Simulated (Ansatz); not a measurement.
TiN (rock salt)

```yaml
crystal:
  lattice:
    - [0.00000, 2.12337, 2.12337]
    - [2.12337, 0.00000, 2.12337]
    - [2.12337, 2.12337, 0.00000]
  atoms:
    - { symbol: N, position: [0.00000, 0.00000, 0.00000] }
    - { symbol: Ti, position: [0.50000, 0.50000, 0.50000] }
```

Scan: atom 1 (N, nearest neighbour Ti at 2.123 Å; its periodic images, 3.0 Å or more away, move with it) is displaced along Cartesian [110], direction (0.707, 0.707, 0.000) in Cartesian axes, by s. The other atoms stay.

The numbers are results of PBE (plane waves to 420 eV, PAW, scalar-relativistic; Ansatz, an electronic-structure program), not measurements. k mesh 15×15×15 (Γ-centred), Fermi-Dirac smearing 0.05 eV. E stands for the smeared free energy. With partly filled bands, energies and forces of such displacements shift with the k mesh and the smearing. F∥ is the force on the atom along that direction. The PAW data are Ansatz's earlier set. TiN is run without spin polarisation. TiN was relaxed with its symmetry unable to fall. The zero of ΔE is the undisplaced structure.

**Question.** What ΔE (meV/cell) and F∥ (eV/Å) does the calculation give at s (Å) = -0.420, -0.336, 0.084, 0.252, 0.336, 0.420?

**Answer.** 
```tsv
s (Å)	ΔE (meV/cell)	F∥ (eV/Å)
-0.420	891	4.117
-0.336	575	3.447
0.084	36	-0.855
0.252	323	-2.584
0.336	575	-3.447
0.420	891	-4.117
```

(A displaced cell: forces are minus the slopes of the energy, force constants its curvatures, and phonons follow from these.)
